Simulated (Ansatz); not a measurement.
Method: DFT PBE, scalar-relativistic, plane waves, PAW, and for the lanthanide a 4f-in-core norm-conserving potential (Ansatz 0.2.0). Cutoff 770 eV, Γ-centred meshes of about 0.25 Å⁻¹ or finer for metals and 0.3 Å⁻¹ for insulators (2π included), Gaussian smearing. No spin polarisation.

All energies are static (0 K, no zero-point motion).

Two relaxed structures of Ba₄Er:

A. Space group Pm-3m (No. 221), cubic, a = 6.752 Å. Ba on a site of symmetry 4/mmm has 2 Er at 3.38 Å and 12 Ba at 4.77 Å; Ba on a site of symmetry m-3m has 12 Ba at 4.77 Å; Er has 6 Ba at 3.38 Å.

B. Space group Im-3m (No. 229), cubic, a = 8.632 Å. Ba has 2 Er at 3.74 Å and 6 Ba at 4.32 Å; Er is surrounded by 8 Ba at 3.74 Å.

Question: Which is lower in energy, and by how much?

Answer: A is lower, by 15 meV/atom. A has space group Pm-3m (No. 221), 61.6 Å³/atom and no gap on its mesh; B has space group Im-3m (No. 229), 64.3 Å³/atom and no gap. Counting all near atoms (those within 1.25 times the shortest distance at each site; a plus sign parts nearer from farther groups; a slash parts the counts of unlike sites), A has Ba 2/12+8, Er 6 and B has Ba 2+6, Er 8. The denser one is the lower, and pressure would at first widen the difference. Even the lower one lies +0.46 eV/atom against the reference forms of the elements (uncorrected), so neither is stable at this level. Both come from trial cells of a structure search, whose lowest cell (I4/m, 54.0 Å³/atom) lies 298 meV/atom below the lower of the two.

For metals, differences of a few meV/atom aren't resolved. Cells relaxed within their symmetry can be saddle points. Some candidate types were left out of the draw beforehand, so a known form may be missing.

The lanthanide is trivalent by construction, without f bands, f moments or other valences.
